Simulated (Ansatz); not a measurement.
Ansatz input file:

```yaml
crystal:
  lattice:
    - [-2.0306114045, 2.0306114045, 6.530150366]
    - [2.0306114045, -2.0306114045, 6.530150366]
    - [2.0306114045, 2.0306114045, -6.530150366]
  atoms:
    - { symbol: Ba, position: [0.0, 0.0, 0.0] }
    - { symbol: As, position: [0.35475917, 0.35475917, 0.0] }
    - { symbol: As, position: [0.64524083, 0.64524083, 0.0] }
    - { symbol: Rh, position: [0.75, 0.25, 0.5] }
    - { symbol: Rh, position: [0.25, 0.75, 0.5] }
basis:
  ecutwfc: 420
kpoints:
  mp_grid: { grid: [12, 12, 12] }
hamiltonian:
  xc: pbesol
scf:
  occupations: { method: gaussian, width: 0.1 }
output:
  forces: true
  stress: true
  eigenvalues: true
  populations: true
```

Run as
```bash
ansatz run input.yaml --threads 2 --pin off --max-ram 5120MiB --backend cpu --events-out ev --progress --plain --runs-dir out
```

Method: Ansatz 0.2.0, DFT PBEsol, scalar-relativistic, plane waves, PAW.

Part of what the program printed, abridged:

```
Pseudopotentials: kind: paw
Pseudopotential: Ba, paw, valence charge 10, recommended cutoff 420 eV (normal)
Pseudopotential: As, paw, valence charge 15, recommended cutoff 420 eV (normal)
Pseudopotential: Rh, paw, valence charge 17, recommended cutoff 420 eV (normal)
Functional definition: PBEsol
Crystal: 5 atoms, lattice volume = 107.705 Å³
Basis set: ecut = 420 eV, 2121 PW (Γ), FFT grids on a1+a3, a2+a3, a3, exchange–correlation on 60×60×96 points (8 copies of the dense FFT grid, shifted against one another)
Bands: 45, of which v1, the nominal top of the filled ones, is band 37 counted from 1 (36 counted from 0)
Symmetry: 16 space group operations
Space group: I4/mmm (ITA 139), of the structure as read, at distance tolerance 4.8e-5 Å
k-points: 163 of 1728
Initial density: superposition of atomic densities (neutral atoms: chi_scale 0, normalization atom), corrected by the library's trained network
Initial wavefunctions: pseudopotential atomic-orbital guess
Functional: x = pbesol(κ = 0.804, μ = 0.12345679), c = pbesol(β = 0.046)
SCF iter   1: F=—  HF=-28170.348689 eV  |F-HF|=—  |Δ(HF+E_count)|=         —  Δρ=7.78e-3  dr2=8.91e-2  ethr=1.77e-3  ⟨swp⟩=8.3  Hψ=30867  notcnv=0  defer=17
SCF iter   2: F=—  HF=-28170.337365 eV  |F-HF|=—  |Δ(HF+E_count)|=   1.13e-2  Δρ=3.37e-3  dr2=2.21e-2  ethr=1.20e-4  ⟨swp⟩=1.9  Hψ=8932  notcnv=0  defer=27
SCF iter   3: F=—  HF=-28170.334755 eV  |F-HF|=—  |Δ(HF+E_count)|=   2.61e-3  Δρ=8.42e-4  dr2=4.33e-4  ethr=2.98e-5  ⟨swp⟩=2.0  Hψ=10053  notcnv=0  defer=27
SCF iter   4: F=—  HF=-28170.334716 eV  |F-HF|=—  |Δ(HF+E_count)|=   3.90e-5  Δρ=2.68e-4  dr2=2.06e-4  ethr=5.85e-7  ⟨swp⟩=2.0  Hψ=12903  notcnv=0  defer=27
SCF iter   5: F=—  HF=-28170.334692 eV  |F-HF|=—  |Δ(HF+E_count)|=   2.39e-5  Δρ=1.15e-4  dr2=3.96e-5  ethr=2.78e-7  ⟨swp⟩=2.0  Hψ=9109  notcnv=0  defer=27
SCF iter   6: F=—  HF=-28170.334692 eV  |F-HF|=—  |Δ(HF+E_count)|=   7.22e-7  Δρ=3.98e-5  dr2=1.77e-6  ethr=5.35e-8  ⟨swp⟩=2.0  Hψ=11903  notcnv=0  defer=27
SCF iter   7: F=—  HF=-28170.334691 eV  |F-HF|=—  |Δ(HF+E_count)|=   4.01e-7  Δρ=8.22e-6  dr2=1.33e-7  ethr=2.39e-9  ⟨swp⟩=2.0  Hψ=12475  notcnv=0  defer=27
SCF iter   8: F=-28170.334691 eV  HF=-28170.334691 eV  |F-HF|=4.45e-9  |Δ(HF+E_count)|=   6.55e-9  Δρ=2.57e-6  dr2=1.11e-8  ethr=1.35e-10  ⟨swp⟩=10.2  Hψ=33226  notcnv=0
SCF 1 converged in 8 iterations: F = -28170.334691 eV  dr2 = 1.11e-8
SCF converged after 8 iterations
Free energy (F): -28170.334691 eV
Harris-Foulkes:  -28170.334691 eV  (|F-HF|=4.45e-9)
Internal energy: -28170.318950 eV  (E = F + TS)
E sigma→0 (E₀):  -28170.326821 eV
Entropy (-TS):   -0.015741 eV (-3.148 meV/atom)
Fermi energy:    13.700103 eV
--- Per-component energies (eV) ---
  E_band       = -852.732027
  E_kinetic    = 1526.914117
  E_local      = -10349.967364  (includes V_loc(G=0)·N_el)
  E_nonlocal   = -560.684456
  E_hartree    = 4754.030707
  E_xc         = -766.819804
  E_vxc        = -851.984944  (∫ρ·V_xc dr)
  E_paw        = -15778.461386  (= ΣΔE_a)
  E_vpaw       = -125.075477  (= ΣTr[D̂ρ^β])
  E_aug_tail   = 0.001628  (compensation charges beyond the density's cutoff)
  E_ewald      = -6997.969081
  E_core_change = 2.636690  (= ΣΔE_core)
  E_smearing   = -0.015741  (= −TS)
--- Forces (eV/Å), atoms counted from 1 ---
  atom   1  Ba     0.00000000     0.00000000     0.00000000
  atom   2  As     0.00000000     0.00000000     0.01435076
  atom   3  As     0.00000000     0.00000000    -0.01435076
  atom   4  Rh     0.00000000     0.00000000     0.00000000
  atom   5  Rh     0.00000000     0.00000000     0.00000000
--- Stress (GPa, compression-positive) ---
       -3.252481       0.000000       0.000000
        0.000000      -3.252481       0.000000
        0.000000       0.000000      -3.067352
  P = ⅓ Tr σ = -3.1908 GPa (-31.908 kbar)
--- Band table (eV; the first three rows and the last of 163) ---
  k-point 0: bands = ["-65.1002", "-65.0667", "-33.1789", "-33.1789", "-32.9904", "-32.9904", "-32.9695", "-32.9262", "-22.3400", "-22.3356", "-22.3305", "-22.3295", "-22.3294", "-22.3294", "-22.3274", "-22.3274", "-22.3139", "-22.3123", "-14.4775", "0.0133", "0.5062", "0.5062", "1.1203", "2.5149", "7.6710", "8.6358", "8.6371", "8.6371", "8.9947", "10.3181", "10.3181", "11.5015", "11.5139", "12.4043", "12.8138", "12.8138", "13.5449", "13.8841", "15.5368", "15.6205", "15.9025", "15.9025", "17.3312", "18.3906", "18.4417"]
  k-point 1: bands = ["-65.0991", "-65.0678", "-33.1806", "-33.1652", "-33.0049", "-32.9891", "-32.9680", "-32.9276", "-22.3398", "-22.3357", "-22.3305", "-22.3296", "-22.3296", "-22.3295", "-22.3276", "-22.3275", "-22.3139", "-22.3122", "-14.4708", "0.0497", "0.3566", "0.4660", "1.3132", "2.4886", "7.8188", "8.4849", "8.6864", "8.7184", "9.1257", "10.1172", "10.3437", "11.4693", "11.5517", "12.2747", "12.4936", "12.6283", "13.6813", "13.9077", "15.0061", "15.7000", "16.0455", "16.1870", "17.4997", "18.0141", "18.5946"]
  k-point 2: bands = ["-65.0960", "-65.0709", "-33.1851", "-33.1276", "-33.0443", "-32.9857", "-32.9638", "-32.9313", "-22.3393", "-22.3359", "-22.3305", "-22.3301", "-22.3297", "-22.3296", "-22.3284", "-22.3279", "-22.3137", "-22.3121", "-14.4526", "0.1344", "0.1462", "0.3586", "1.6560", "2.4263", "8.0190", "8.3803", "8.8681", "8.9503", "9.4223", "9.5724", "10.3362", "11.3606", "11.5564", "11.9628", "11.9727", "12.2345", "13.8245", "13.9180", "14.3889", "15.6114", "16.4251", "16.4750", "17.5966", "17.7839", "18.3919"]
  k-point 162: bands = ["-65.1003", "-65.0667", "-33.1789", "-33.1789", "-32.9904", "-32.9904", "-32.9695", "-32.9262", "-22.3400", "-22.3356", "-22.3305", "-22.3295", "-22.3291", "-22.3291", "-22.3277", "-22.3277", "-22.3134", "-22.3128", "-14.4770", "-0.2206", "0.5090", "0.5090", "1.9191", "1.9605", "7.7634", "8.4714", "8.5324", "8.5324", "8.9955", "10.3740", "10.3740", "11.3109", "12.4069", "12.4981", "12.9177", "13.1236", "13.1236", "13.5449", "14.5166", "15.6992", "15.6992", "17.0315", "17.8556", "17.9364", "18.3657"]
--- Löwdin populations: 5 sites ---
  site symbol q [e]
     0     Ba      8.3638
     1     As     15.5234
     2     As     15.5234
     3     Rh     16.8992
     4     Rh     16.8992
  spilling = 0.010689 (of n_electrons = 74.000000)
```

The run converged.

It took 23 s on 2 threads of Arm Neoverse V2, with other jobs on the host, peak memory 0.78 GiB.